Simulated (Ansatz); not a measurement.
**Al₂Ge₂Te: reading a single point**

```xyz
5
Lattice="4.3321 0.0000 0.0000 -2.1661 3.7517 0.0000 0.0000 0.0000 6.8887" Properties=species:S:1:pos:R:3 pbc="T T T"
Al   -0.0002    2.5013    4.4191
Al    2.1663    1.2504    2.4696
Te    0.0000    0.0000    0.0000
Ge   -0.0002    2.5013    1.7316
Ge    2.1663    1.2504    5.1571
```

Level: PBE, no spin polarisation; 420 eV; 9×9×5 Γ-centred mesh; fermi-dirac occupations (width 0.1 eV); Ansatz 0.2.0, fixed geometry.

Q: What happens at the Fermi level?

A: It is a metal, with about 2.5 states/eV a cell as the mean within 0.25 eV of the Fermi level, mostly Ge p (30 %), Te p (27 %) and Al p (23 %).

Q: Which atom feels the largest force, and which way?

A: The largest is on Al1 (and as large on other atoms): 0.35 eV/Å, components (0.00, 0.00, -0.35). It makes 106° with the line to a nearest neighbour, Ge5 at 2.61 Å.

Q: What is the formation energy?

A: 0.21 eV an atom against the elements' usual phases (free molecules for gases, crystals otherwise, with no correction for O₂ or N₂), so at this geometry it isn't bound against them. Relaxing would lower it.

Q: How is the charge shared?

A: Bader charges in e: Al +1.23, Ge -1.15, Te -0.18. In the mean Al gives up most and Ge takes most.

Origin: a known structure type with other elements, at an estimated volume, so it need not be a known compound.
